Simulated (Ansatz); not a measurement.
**A plane-wave run on Re$_{3}$BiN**

Input file of Ansatz 0.2.0:

```yaml
crystal:
  lattice:
    - [5.98111019, 0.0, 0.0]
    - [-2.99055559, 5.17980336, 0.0]
    - [-2.99055559, 1.72660079, 4.96158364]
  atoms:
    - { symbol: Bi, position: [0.0, 0.0, 0.0] }
    - { symbol: Bi, position: [0.5, 0.5, 0.5] }
    - { symbol: "N", position: [0.22288, 0.77712, 0.66864] }
    - { symbol: "N", position: [0.72288, 0.27712, 0.16864] }
    - { symbol: Re, position: [0.40564, 0.06156, 0.86632] }
    - { symbol: Re, position: [0.93844, 0.47776, 0.86632] }
    - { symbol: Re, position: [0.52224, 0.59436, 0.86632] }
    - { symbol: Re, position: [0.43844, 0.09436, 0.36632] }
    - { symbol: Re, position: [0.02224, 0.56156, 0.36632] }
    - { symbol: Re, position: [0.90564, 0.97776, 0.36632] }
  symmetry: { tolerance: 0.0003 }
kpoints:
  mp_grid: { grid: [7, 7, 7], shift: [0, 0, 0] }
  band_path:
    path:
      - [0.0, 0.0, 0.0]
      - [0.0, 0.0, -0.5]
      - [-0.25260029, -0.25260029, -0.5]
      - [-0.25260029, -0.49479941, -0.24739971]
      - [-0.5, 0.0, 0.0]
      - [0.0, 0.0, 0.0]
      - [-0.37369985, -0.37369985, 0.0]
      - [-0.25260029, -0.37369985, -0.37369985]
      - [0.0, -0.5, -0.5]
      - [0.0, 0.0, 0.0]
    npoints: 6
magnetization:
  spin_polarized: false
scf:
  occupations: { method: fermi_dirac }
  lower_state_search: "off"
  max_iter: 200
hamiltonian:
  pseudopotentials: { kind: paw }
  xc: pbesol
basis:
  ecutwfc: 420
  fft_grid_basis: typed
output:
  forces: true
  stress: true
  eigenvalues: true
  bader: true
  populations: true
  elf: true
  write_potential: true
  volumetric_format: npy
  dos:
    e_range: [-12, 8]
    de: 0.05
    projected: { site_lists: { Bi: [Bi], "N": ["N"], Re: [Re] } }
checkpoint:
  read: saved_state
```

The saved state is an earlier solution for the same cell, perhaps on another mesh. 

Output (shortened):

```
Warning: crystal.lattice misses the space group found at crystal.symmetry.tolerance 3.0e-4 in a digit that the deck types, which is why this is a warning: making the lattice exact moves one of its numbers by a whole unit of that number's last typed decimal, or more. The operation that it misses by the most changes a squared length by the fraction 3.44e-6.
Pseudopotentials: kind: paw
Pseudopotential: Bi, paw, valence charge 15, recommended cutoff 420 eV (normal), Bi.paw.azcp
Pseudopotential: N, paw, valence charge 5, recommended cutoff 420 eV (normal), N.paw.azcp
Pseudopotential: Re, paw, valence charge 15, recommended cutoff 420 eV (normal), Re.paw.azcp
Functional definition: PBEsol
  exchange = pbesol_x
  correlation = pbesol_c
Crystal: 10 atoms, lattice volume = 153.715 Å³
Basis set: ecut = 420 eV, 2999 PW (Γ), exchange–correlation on 80×80×90 points (8 copies of the dense FFT grid, shifted against one another)
Bands: 78, of which v1, the nominal top of the filled ones, is band 65 counted from 1 (64 counted from 0)
Symmetry: 6 space group operations
Space group: R3c (ITA 161), of the structure as read, at distance tolerance 1.6e-3 Å
k-points: 44 of 343 (time reversal used)
Initial density: read from a saved state, or passed on in memory by an earlier SCF of this step, an earlier step, the calling program or the single point that the run made first
Functional: x = pbesol(κ = 0.804, μ = 0.1235), c = pbesol(β = 0.046)
SCF iter   1: F=—  Δρ=1.36e-3  dr2=8.15e-4
SCF iter   2: F=—  Δρ=6.98e-4  dr2=2.34e-4
SCF iter   3: F=—  Δρ=7.15e-5  dr2=1.22e-5
SCF iter   4: F=—  Δρ=2.61e-5  dr2=9.27e-7
SCF iter   5: F=-89651.2167 eV  Δρ=5.18e-6  dr2=3.41e-8
SCF iter   6: F=-89651.2167 eV  Δρ=1.13e-6  dr2=2.74e-9
Free energy (F): -89651.2167 eV
Harris-Foulkes:  -89651.2167 eV  (|F-HF|=1.25e-9)
Internal energy: -89650.9822 eV  (E = F + TS)
E sigma→0 (E₀):  -89651.0995 eV
Entropy (-TS):   -0.2345 eV (-23.453 meV/atom)
Fermi energy:    19.9573 eV
--- Per-component energies (eV) ---
  E_band       = -670.5140
  E_kinetic    = 4125.0569
  E_local      = -8543.6219  (includes V_loc(G=0)·N_el)
  E_nonlocal   = 1545.3776
  E_hartree    = 2976.3088
  E_xc         = -2818.6383
  E_vxc        = -2255.6685  (∫ρ·V_xc dr)
  E_paw        = -72460.3845  (= ΣΔE_a)
  E_vpaw       = -1494.2739  (= ΣTr[D̂ρ^β])
  E_aug_tail   = -0.0012  (compensation charges beyond the density's cutoff)
  E_ewald      = -14476.7150
  E_core_change = 1.6353  (= ΣΔE_core)
  E_smearing   = -0.2345  (= −TS)
--- Forces (eV/Å), atoms counted from 1 ---
  atom   1  Bi     0.0000     0.0000    -8.7967
  atom   2  Bi     0.0000     0.0000    -8.7967
  atom   3  N      0.0000     0.0000    -0.3551
  atom   4  N      0.0000     0.0000    -0.3551
  atom   5  Re     0.9464    -3.0146     3.0506
  atom   6  Re     2.1375     2.3269     3.0506
  atom   7  Re    -3.0839     0.6877     3.0506
  atom   8  Re     3.0839     0.6877     3.0506
  atom   9  Re    -0.9464    -3.0146     3.0506
  atom  10  Re    -2.1375     2.3269     3.0506
--- Stress (GPa, compression-positive) ---
       -0.4631       0.0000       0.0000
        0.0000      -0.4631       0.0000
        0.0000       0.0000      15.0570
  P = ⅓ Tr σ = 4.7103 GPa (47.103 kbar)
--- Löwdin populations: 10 sites ---
  site symbol       q [e]
     0     Bi     14.7291
     1     Bi     14.7291
     2      N      5.6099
     3      N      5.6099
     4     Re     14.7345
     5     Re     14.7345
     6     Re     14.7345
     7     Re     14.7345
     8     Re     14.7345
     9     Re     14.7345
  spilling = 0.0070 (of n_electrons = 130.0000)
--- Bader charges: 10 sites ---
  site symbol  charge [e]  shift [e]
     0     Bi      0.3388     0.0036
     1     Bi      0.3388     0.0036
     2      N     -1.3845     0.0036
     3      N     -1.3844     0.0036
     4     Re      0.3486     0.0000
     5     Re      0.3486     0.0000
     6     Re      0.3486     0.0000
     7     Re      0.3485     0.0000
     8     Re      0.3486     0.0000
     9     Re      0.3485     0.0000
```

Origin: a known structure type with other elements, at an estimated volume, so it need not be a known compound. Caveats: many states at the Fermi level without spin polarisation, so a magnetic state may lie lower; atoms or cell far from equilibrium.
